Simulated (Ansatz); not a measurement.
Level of theory: DFT, m-r2SCAN, plane waves (500 eV) with PAW, scalar-relativistic (Ansatz 0.2.0). The PAW files were generated under PBE, with cores re-solved for the functional.

An element in the bcc structure gives this curve. The cell is scaled uniformly from the relaxed one, with fractional coordinates and shape fixed. Energies are extrapolated to zero smearing, pressures are those at the given smearing. Magnetic state: non-magnetic.

```json
{"V (Å³/atom)": "13.624", "E − E₀ (meV/atom)": "233.5", "P (GPa)": "46.38"}
{"V (Å³/atom)": "14.243", "E − E₀ (meV/atom)": "93.7", "P (GPa)": "26.83"}
{"V (Å³/atom)": "14.862", "E − E₀ (meV/atom)": "20.8", "P (GPa)": "11.62"}
{"V (Å³/atom)": "15.481", "E − E₀ (meV/atom)": "-0.1", "P (GPa)": "-0.19"}
{"V (Å³/atom)": "16.101", "E − E₀ (meV/atom)": "19.3", "P (GPa)": "-9.31"}
{"V (Å³/atom)": "16.720", "E − E₀ (meV/atom)": "69.7", "P (GPa)": "-16.31"}
{"V (Å³/atom)": "17.339", "E − E₀ (meV/atom)": "143.7", "P (GPa)": "-21.65"}
```

Question: Which element is it?
A. ruthenium
B. platinum
C. iridium
D. niobium

Answer: B. Its fit is V₀ = 15.47 Å³/atom, B₀ = 260 GPa, B₀′ = 5.4.

m-r²SCAN is r²SCAN on the gauge-invariant kinetic-energy density; without spin polarisation the two are equal.
